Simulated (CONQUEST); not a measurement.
CONQUEST run on Zn2SeS (P-4m2, 4 atoms in the cell; from Materials Project mp-1215430, changed as shown): self-consistent single point.

Computed with LDA (PW92), numerical atomic orbitals double-zeta with polarisation (the shipped basis), PseudoDojo norm-conserving potentials made for LDA in CONQUEST.

The change in words: lattice scaled by 0.98. Reference geometry (P-4m2):
```
CELL_PARAMETERS angstrom
      3.90929     0.00000     0.00000
      0.00000     3.90929     0.00000
      0.00000     0.00000     5.52212
ATOMIC_POSITIONS crystal
  Zn 0.50000 0.00000 0.76306
  Zn 0.00000 0.50000 0.23694
  Se 0.00000 0.00000 0.50000
  S  0.50000 0.50000 0.00000
```

Reference input (self-consistent single point, DFT, LDA (PW92), numerical atomic orbitals double-zeta with polarisation (the shipped basis), PseudoDojo norm-conserving potentials made for LDA): basis = DZP; Diag.MPMeshX, Y, Z = 6 6 4; potentials = PseudoDojo norm-conserving LDA; Grid.GridCutoff = 175 Ha; DM.SolutionMethod = diagon; Diag.kT = 0.0001 Ha; Diag.GammaCentred = true; minE.SCTolerance = 1.0e-07; SC.MaxIters = 100; SC.LinearMixingFactor = 0.3; SC.KerkerPreCondition = true; SC.KerkerFactor = 0.1 1/bohr. This run's input differs from it in these lines:

```diff
@@ -33,5 +33,5 @@
 # file: coords.dat
-     7.387487442      0.000000000      0.000000000
-     0.000000000      7.387487442      0.000000000
-     0.000000000      0.000000000     10.435294427
+     7.239737315      0.000000000      0.000000000
+     0.000000000      7.239737315      0.000000000
+     0.000000000      0.000000000     10.226589295
 4
```

Log, with long lists cut:

```
    new_SC_potl: Starting.  Tolerance:  0.10000E-06

    PulayMixSC: Starting Pulay mixing, A_up =  0.300 A_dn =  0.300
    PulayMixSC: Spin non-polarised calculation.
    PulayMixSC: with Kerker preconditioning, q0 =  0.100
          Harris-Foulkes Energy            :      -550.166497701618255 Ha
          (TS=0 as O(N) or entropic contribution is negligible)
          DFT Total Energy                 :      -550.093215384038785 Ha
          Total number of electrons        :        61.999999999998373
    PulayMixSC: Pulay iteration     1 residual:              0.17646E-02
   [... lines left out ...]
          (TS=0 as O(N) or entropic contribution is negligible)
          DFT Total Energy                 :      -550.133437308094130 Ha
          Total number of electrons        :        62.000046649910132
    PulayMixSC: Pulay iteration    10 residual:              0.16946E-06
          Harris-Foulkes Energy            :      -550.133437308251587 Ha
          (TS=0 as O(N) or entropic contribution is negligible)
          DFT Total Energy                 :      -550.133437308248176 Ha
          Total number of electrons        :        62.000046656652273
    PulayMixSC: Pulay iteration    11 residual:              0.13642E-07
    PulayMixSC: Reached SCF tolerance of  0.13642E-07 after     11 iterations
      | Number of electrons      =        62.000047
      |* band energy as 2Tr[K.H] =       -90.714124248781886 Ha
      |  screened ion-ion energy =      -460.813120126882666 Ha
      |  Ha correction           =         2.505147449267188 Ha
      |  XC correction           =        -1.111340282452241 Ha
      |* Harris-Foulkes energy   =      -550.133437308251587 Ha
      |* DFT total energy        =      -550.133437308248176 Ha
      |  estimated accuracy      =        -0.000000000003411 Ha

    force: Forces on atoms (Ha/a0)
    force:  Atom   X              Y              Z
    force:     1  -0.0000000000  -0.0000000000   0.0011217632
    force:     2  -0.0000000000  -0.0000000000  -0.0011217632
   [... lines left out ...]
    force: Maximum force :        0.00112176(Ha/a0) on atom         2 in z direction
   [... lines left out ...]
    force: Force Residual:        0.00079321 Ha/a0
    force: Total stress:         -3.36556064     0.00000000     0.00000000 GPa
                            -0.00000000    -3.36556064     0.00000000
                             0.00000000     0.00000000    -3.40134993
    force: Average pressure:      3.37749040 GPa

    force: Finished force
    get_E_and_F: Change in energy during last step of electronic optimisation:  0.21498E-09
```

The run converged in 11 iterations. CONQUEST prints the stress tensor with tension positive. Against the reference run the free energy goes up by 7.0 meV/atom, the pressure goes from -1.22 to 3.38 GPa and the gap on the mesh goes from 1.596 to 1.904 eV.

The program uses no crystal symmetry, so grid and mesh can part values that symmetry would make equal. The atom-centred basis is finite, which shifts total energies, pressures and gaps against plane waves. The structure comes from a collection of computed structures, made at another level of theory; the collection holds predicted forms beside known ones.

Cost on one core: around 50 core-seconds (rough).
